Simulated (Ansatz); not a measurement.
Put LiTaO₂ in P6/mmm (No. 191): Li on 1b; Ta on 1a; O on 2c.

These are results of DFT PBE, scalar-relativistic, plane waves, PAW (Ansatz), not measurements. Cutoff 420 eV, Γ-centred mesh, Gaussian smearing, no spin polarisation.

Formation energies are uncorrected and refer to the elements' standard structures at the same level (O₂ as a molecule).

Question: Which cell and coordinates does it relax to?

Answer:

Space group P6/mmm (No. 191). a = 3.695 Å, b = 3.695 Å, c = 5.698 Å, α = 90.00°, β = 90.00°, γ = 120.00°
```csv
atom,site,symmetry,x,y,z
Li,1b,6/mmm,0.0000,0.0000,0.5000
Ta,1a,6/mmm,0.0000,0.0000,0.0000
O,2c,-6m2,0.3333,0.6667,0.0000
```

Li is surrounded by 2 Ta at 2.85 Å; around Ta lie 6 O at 2.13 Å and 2 Li at 2.85 Å; around O lie 3 Ta at 2.13 Å and 3 O at 2.13 Å. Another local minimum with the same sites may exist.

Question: Where does its energy lie, and is it a metal?

Answer: The formation energy is −1.15 eV/atom. The gap on the 12×12×8 mesh of the 4-atom cell is 0 eV (the bands overlap slightly).

The last run used Gaussian smearing of 0.10 eV. These runs have no spin–orbit coupling, which can matter for Ta. The zero gap may come from the functional, which often closes small gaps, or the cell may be a true semimetal. Symmetry constrained the relaxation, so the result can be a saddle point. Another cell of LiTaO2 relaxed alike, in R-3m, lies 1.00 eV/atom lower, so this cell isn't the stable form at this level.
